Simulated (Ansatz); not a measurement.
MoPt (L1₀ or tetragonal B2, P4/mmm) at seven volumes, the program Ansatz at the PBEsol level (PAW), shape and atoms relaxed at each. One row is withheld.

```csv
V (Å³/atom),P (GPa)
13.564,?
14.011,21.58
14.458,9.86
14.905,0.00
15.352,-8.29
15.800,-15.24
16.247,-21.06
```

### Question
Fit the shown pressures and predict the withheld one.

### Answer
Third-order Birch–Murnaghan: P = (3/2)B₀(x^(7/2) − x^(5/2))[1 + (3/4)(B′ − 4)(x − 1)] with x = (V₀/V)^(2/3). Least squares on the six rows gives V₀ = 14.905 Å³/atom, B₀ = 300.6 GPa, B′ = 4.82. At V = 13.564, x = 1.0649 and P = 35.59 GPa. The run itself gave 35.51 GPa.

The start of the workflow was typed in or built on a structure type; neither database checked (COD, Materials Project) lists it. Its standing as an ambient phase is unchecked. Symmetry was held in the PBEsol relaxation; whether a distortion lowers the energy is not shown. The run is not spin-polarised. Spin–orbit coupling is left out wherever it is not named.

Potentials: the later of the program's two PAW sets.
